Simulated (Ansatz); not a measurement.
Data:

Relaxed Al (fcc, Cu type):

```yaml
crystal:
  lattice:
    - [0.00000, 4.04047, 4.04047]
    - [2.02024, 2.02024, 4.04047]
    - [2.02024, 2.02024, 0.00000]
  atoms:
    - { symbol: Al, position: [0.00000, 0.00000, 0.00000] }
    - { symbol: Al, position: [0.50000, 0.00000, 0.00000] }
```

The atoms are displaced by Q × the pattern below (from a DFPT mode at X = (0.5, 0.5, 0.0), largest move 1; Q in Å), at fixed cell. (q is in reciprocal vectors of the primitive cell; the cell shown is doubled to hold the pattern.)

| atom | x | y | z |
|---|---|---|---|
| Al1 | 0.000 | 0.000 | -1.000 |
| Al2 | 0.000 | 0.000 | 1.000 |

Level of theory: PBE (plane waves to 420 eV, PAW, scalar-relativistic; Ansatz, a quantum-chemistry and plane-wave program). k mesh 20×20×20 (Γ-centred), Fermi-Dirac smearing 0.05 eV. Energies are smeared free energies. With partly filled bands, energies and forces of such displacements shift with the k mesh and the smearing. Al was relaxed with its symmetry unable to fall. The zero of ΔE is the undisplaced structure.

The scan covers Q from -0.180 to 0.180 Å in 13 points.

**Question.** Which space group does the distorted structure have?

**Answer.** P4/nmm (No. 129), lowered from Fm-3m.

**Question.** Is this a single well or a double well?

**Answer.** A single well with its minimum at or next to zero displacement.

**Question.** What is the energy change at Q = 0.180 Å?

**Answer.** 332 meV/cell.

**Question.** What harmonic wavenumber does the curvature at Q = 0 give?

**Answer.** 320 cm⁻¹.

(A displaced cell: forces are minus the slopes of the energy, force constants its curvatures, and phonons follow from these.)
